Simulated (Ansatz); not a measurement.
Phases of Rh at 0.87 GPa

Structure types of Rh are relaxed in primitive cells with their symmetry kept at 0.87 GPa, first on PAW files, then by LAPW. The enthalpy is E + pV at zero temperature, without zero-point motion. Only the types listed were tried, and differences under about 5 meV/atom are mesh noise.

Level of theory: DFT with PBEsol, scalar-relativistic, in Ansatz 0.2.0; Fermi–Dirac smearing of 0.08 eV, no spin polarisation. LAPW: all electrons, basis error target 0.5 meV/atom; PAW: frozen-core files, cutoff 420 eV.

k meshes: fcc 17×17×17, bcc 18×18×18, hcp 16×16×9, sc 16×16×16, beta tin 17×17×17, omega 9×9×12.

The PAW files were made under PBE.

```
start type             ends as          a, b, c (Å)  V (Å³/atom)  H − H(lowest), LAPW (meV/atom)
       fcc          fcc, Fm-3m  3.777, 3.777, 3.777        13.47                             0.0
       bcc          bcc, Im-3m  3.026, 3.026, 3.026        13.86                               ?
       hcp       hcp, P6_3/mmc  2.686, 2.686, 4.329        13.52                               ?
        sc           sc, Pm-3m  2.497, 2.497, 2.497        15.56                           907.2
  beta tin  beta tin, I4_1/amd  4.720, 4.720, 2.679        14.92                           628.3
     omega       omega, P6/mmm  4.276, 4.276, 2.622        13.84                           253.1
```

What belongs in the row "hcp", column "H − H(lowest), LAPW (meV/atom)"?

40.8.

Give the missing entry: row "bcc", column "H − H(lowest), LAPW (meV/atom)".

394.7.
